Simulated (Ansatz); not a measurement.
Q: Ti (hcp (Mg type), P6_3/mmc) is relaxed with DFT-PBE in the program Ansatz with PAW potentials. What lattice parameters of the conventional cell result?

A: a = 2.939 Å, c = 4.648 Å.

The PBE relaxation kept the symmetry of its start. No spin polarisation was allowed. Axis ratios of metals converge slowly with the k-mesh, so a and c are less sure than the volume.

Potentials: the earlier of the program's two PAW sets.
